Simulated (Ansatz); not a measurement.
The start is a generated cell, Rh built in the AFLOW prototype A_hR12_166_2h (as in B). The structure is fully relaxed (lattice and positions, P = 0) with PBE (plane waves to 420 eV, PAW, scalar-relativistic; Ansatz, a first-principles code). First-step values are on the input's coarse k-mesh.

Ansatz input (later rounds restart from its end on a renewed k-mesh):
Ansatz 0.2 input:
```yaml
crystal:
  lattice:
    - [3.0308524, 1.7498635, 5.1731118]
    - [-3.0308524, 1.7498635, 5.1731118]
    - [0, -3.4997269, 5.1731118]
  atoms:
    - { symbol: Rh, position: [0.0104, 0.65729, 0.0104] }
    - { symbol: Rh, position: [0.0104, 0.0104, 0.65729] }
    - { symbol: Rh, position: [0.65729, 0.0104, 0.0104] }
    - { symbol: Rh, position: [0.9896, 0.34271, 0.9896] }
    - { symbol: Rh, position: [0.9896, 0.9896, 0.34271] }
    - { symbol: Rh, position: [0.34271, 0.9896, 0.9896] }
    - { symbol: Rh, position: [0.2206, 0.6323, 0.2206] }
    - { symbol: Rh, position: [0.2206, 0.2206, 0.6323] }
    - { symbol: Rh, position: [0.6323, 0.2206, 0.2206] }
    - { symbol: Rh, position: [0.7794, 0.3677, 0.7794] }
    - { symbol: Rh, position: [0.7794, 0.7794, 0.3677] }
    - { symbol: Rh, position: [0.3677, 0.7794, 0.7794] }
basis: { ecutwfc: 420, ecutrho_ratio: 4, xc_grid: 2, fft_grid_basis: typed }
kpoints: { mp_grid: { grid: [5, 5, 5] } }
hamiltonian:
  xc: pbe
  dispersion: none
  pseudopotentials: { azcp: { folder: ./paw }, kind: paw }
scf: { occupations: { method: fermi_dirac, width: 0.05 } }
relax: { f_tol: 0.01, max_steps: 100, cell: { stress_tol: 0.02 } }
output: { forces: true, stress: true }
```

### Question
How much energy is released per atom?

### Answer
About 2.5 eV/atom.

### Question
How do the shortest distances between atoms change?

### Answer
The closest pairs of elements (up to four, under 3.6 Å), start → end: Rh–Rh 2.11 → 2.33 Å.

The space group stays R-3m (No. 166) (the run could not lower it); the end is AFLOW prototype A_hR12_166_2h (as in B), with 12 atoms in the primitive cell. Final values are on a 7×7×7 k-mesh of the relaxed cell. The start holds a very short contact (Rh–Rh 2.11 Å). No spin polarisation in the result.

The run could not lose the symmetry of its start: the end is stationary, and may be a saddle point rather than a minimum.

The relaxed structure here is a generated cell of Rh: the first start was made by placing the elements on the sites of a structure type, and the end was not matched to a known phase here, so it may be hypothetical. Known forms of Rh include space group No. 225.
